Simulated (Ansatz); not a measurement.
Data:

AlMo2C:
Space group P6₃/mmc (No. 194); a = b = 3.011 Å, c = 13.452 Å, α = β = 90.00°, γ = 120.00°

```csv
atom,site,symmetry,x,y,z
Al,2d,-6m2,0.6667,0.3333,0.2500
Mo,4f,3m.,0.3333,0.6667,0.0894
C,2a,-3m.,0.0000,0.0000,0.0000
```

This is the r²SCAN-relaxed structure.

**Question.** All from r²SCAN in the plane-wave PAW code Ansatz, unless another level is named. Estimate the electronic character.

**Answer.** metallic (no gap).

**Question.** Next, the formation energy from the elements (no fitted shifts)?

**Answer.** -17 kJ/mol of atoms.

**Question.** Next, the density of states at the Fermi level?

**Answer.** 0.43 states/eV per atom (mean over ±0.08 eV).

**Question.** What about the gap with spin–orbit coupling?

**Answer.** none (metallic).

Space group P6_3/mmc. The start of the workflow was typed in or built on a structure type; neither database checked (COD, Materials Project) lists it. Whether it is the stable phase at ambient conditions was not checked. The cell was relaxed with r²SCAN under the symmetry of its start; whether a distortion lowers the energy is not shown. No spin polarisation was allowed. The references are the lowest solids computed at this level, not always the standard phases. Spin–orbit coupling is left out wherever it is not named.

Potentials: the earlier of the program's two PAW sets.
